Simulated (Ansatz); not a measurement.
Cu₃N in space group Pm-3m (No. 221; N on 1a, Cu on 3d) under volume change, PBEsol (plane waves, PAW; program Ansatz), scaled uniformly.

```json
[
 {"V (Å³/atom)": "12.136", "E − E(relaxed) (meV/atom)": "55.1", "P (GPa)": "15.97"},
 {"V (Å³/atom)": "12.536", "E − E(relaxed) (meV/atom)": "23.2", "P (GPa)": "9.75"},
 {"V (Å³/atom)": "12.937", "E − E(relaxed) (meV/atom)": "5.6", "P (GPa)": "4.50"},
 {"V (Å³/atom)": "13.337", "E − E(relaxed) (meV/atom)": "0.0", "P (GPa)": "0.08"},
 {"V (Å³/atom)": "13.737", "E − E(relaxed) (meV/atom)": "4.6", "P (GPa)": "-3.65"},
 {"V (Å³/atom)": "14.137", "E − E(relaxed) (meV/atom)": "17.8", "P (GPa)": "-6.79"},
 {"V (Å³/atom)": "14.537", "E − E(relaxed) (meV/atom)": "38.1", "P (GPa)": "-9.43"}
]
```

**Question.** What does a third-order Birch–Murnaghan fit give for V₀, B₀ and B′?

**Answer.** V₀ = 13.34 Å³/atom, B₀ = 135 GPa, B′ = 4.7.

Symmetry was held in the PBEsol relaxation. No spin polarisation was allowed. The volume moved by 20 % from the start of the relaxation. Its formation energy is positive at this level, so the cell may be metastable or incomplete.

Potentials: the later of the program's two PAW sets.
